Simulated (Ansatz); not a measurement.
Rb₂NiF₆ (space group Fm-3m)

```xyz
9
Lattice="0.0000 4.2106 4.2106 4.2106 0.0000 4.2106 4.2106 4.2106 0.0000" Properties=species:S:1:pos:R:3 pbc="T T T"
Rb     6.3159     6.3159     6.3159
Rb     2.1053     2.1053     2.1053
Ni     0.0000     0.0000     0.0000
F      4.2106     6.6363     4.2106
F      4.2106     1.7849     4.2106
F      1.7849     4.2106     4.2106
F      6.6363     4.2106     4.2106
F      4.2106     4.2106     6.6363
F      4.2106     4.2106     1.7849
```

The slice is a {110} plane (indices of the conventional cell) through the point (0.788, 0.212, 0.788) (fractional), spanned by u = [100] and v = [1 -1 -1] in vectors of this cell: u (5.95 Å) and v (8.42 Å, at 90° to u). It covers one period; positions are fractions (u, v).

Calculation: PBEsol (plane waves to 420 eV, PAW, scalar-relativistic; Ansatz, an electronic-structure program). k mesh 7×7×7. Inside the PAW spheres the values are not all-electron values, and peaks at nuclei hang on which shells count as valence. Rb2NiF6 is run without spin polarisation and with no Hubbard U. Rb2NiF6 was relaxed with its symmetry unable to fall.

Problem. Sketch the electrostatic potential energy of an electron, from the cell's mean on this plane as a map.

Solution. 
```
|xx2555xxx0899996x|
|05666770389888986|
|88877888888777889|
|88888888887655678|
|88888888876434578|
|88888888775323567|
|88888888876434578|
|88888888887655678|
|99998999988777889|
|89999998888888888|
|08999985xx58888xx|
|x899998xxxx7882xx|
|08999995xx58888xx|
|89999998887888888|
|99998999988777889|
|88888888887655678|
|88888888876434578|
|88888888775323567|
|88888888876434578|
|88888888887655678|
|88877888988777889|
|05666660489888986|
|xx3555xxx0899995x|
|xx0451xxxx899980x|
```
Scale: ten equal steps from -1.00 (start of '0') to 7.75 (end of '9'), in the order '0123456789'. Values: electrostatic potential energy of an electron, from the cell's mean, in eV. The map has 17 points along u (one character each, u = 0 at the left) and 24 along v (v = 0 in the bottom row). Points within 0.7 Å of a nucleus are blanked (x), as the pseudised field means little there. Values under -1 eV are set to -1. The zero, the cell's mean, hangs on the PAW cores.
